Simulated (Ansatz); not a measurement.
Trial structure of CaRuPb3, not yet relaxed:

```yaml
crystal:
  lattice:
    - [4.72643, 0.00000, 0.00000]
    - [0.00000, 4.72643, 0.00000]
    - [0.00000, 0.00000, 4.72643]
  atoms:
    - { symbol: Ca, position: [0.00000, 0.00000, 0.00000] }
    - { symbol: Ru, position: [0.50000, 0.50000, 0.50000] }
    - { symbol: Pb, position: [0.50000, 0.50000, 0.00000] }
    - { symbol: Pb, position: [0.50000, 0.00000, 0.50000] }
    - { symbol: Pb, position: [0.00000, 0.50000, 0.50000] }
```

Level of theory: DFT PBE, scalar-relativistic, plane waves, PAW in Ansatz 0.2.0. Settings: cutoff 420 eV, Γ-centred mesh 4×4×4 on the computed 5-atom cell, Gaussian smearing of 0.10 eV; no spin polarisation.

Energies over the elements count from the elements' standard structures at the same level, with no fitted energy shifts.

Question: What does a single point on this coarse mesh give?

Answer: The pressure is 45.9 GPa (it wants to expand), the largest force is 0.00 eV/Å (symmetry fixes the atoms), and the energy is +1.13 eV/atom against the elements. The shortest distance is 2.36 Å.

Question: How much does it gain on relaxing, and where does it end?

Answer: Relaxing gains about 0.96 eV/atom (the start's value is from the coarse mesh, so the gain is rough) in 10 ionic steps and ends at +0.17 eV/atom on the finer mesh. The symmetry stays Pm-3m (No. 221). The end has the antiperovskite type. The volume per atom grows by 44.1 %, from 21.1 to 30.4 Å³. The shortest distance goes from 2.36 Å (Ru–Pb) to 2.67 Å (Ru–Pb). Conventional cell: a = 5.339 Å. Ca has 12 Pb at 3.78 Å; Ru is surrounded by 6 Pb at 2.67 Å; Pb is surrounded by 2 Ru at 2.67 Å, 4 Ca at 3.78 Å and 8 Pb at 3.78 Å.

The last run used an 8×8×8 mesh for its 5-atom cell and Gaussian smearing of 0.10 eV. These runs have no spin–orbit coupling, which can matter for Pb. The relaxation can't lower the symmetry of the start. A structure relaxed within its symmetry needn't be a true minimum.
